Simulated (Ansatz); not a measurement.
GaAs:
```
GaAs
1.0
    0.00000     2.82943     2.82943
    2.82943     0.00000     2.82943
    2.82943     2.82943     0.00000
Ga As
1 1
Direct
  0.00000   0.00000   0.00000
  0.75000   0.75000   0.75000
```

Relaxed with PBEsol. Special points in fractions of this cell's reciprocal vectors: Γ (0.000, 0.000, 0.000); X (0.500, 0.000, 0.500); U (0.625, 0.250, 0.625); K (0.375, 0.375, 0.750); L (0.500, 0.500, 0.500); W (0.500, 0.250, 0.750).

### Question
List the band energies nearest the valence-band maximum at these points for PBEsol with spin–orbit coupling (plane waves, PAW; program Ansatz).

### Answer
In eV from the valence-band maximum; about four levels below and three above (degenerate sets whole), none deeper than 8.9 eV; points with the same levels are listed once.

| k | below | above |
|---|---|---|
| Γ | 0.00 0.00 0.00 0.00 | 0.31 0.31 3.46 3.46 |
| X | -2.84 -2.84 -2.75 -2.75 | 1.25 1.25 1.47 1.47 |
| U | -4.03 -3.97 -2.38 -2.37 | 1.76 1.76 4.42 |
| L | -1.36 -1.36 -1.15 -1.15 | 0.81 0.81 4.44 4.44 |
| W | -3.73 -3.61 -3.49 -3.45 | 4.35 4.52 4.55 |

Space group F-43m (zinc blende). Symmetry was held in the PBEsol relaxation.

Potentials: the later of the program's two PAW sets.
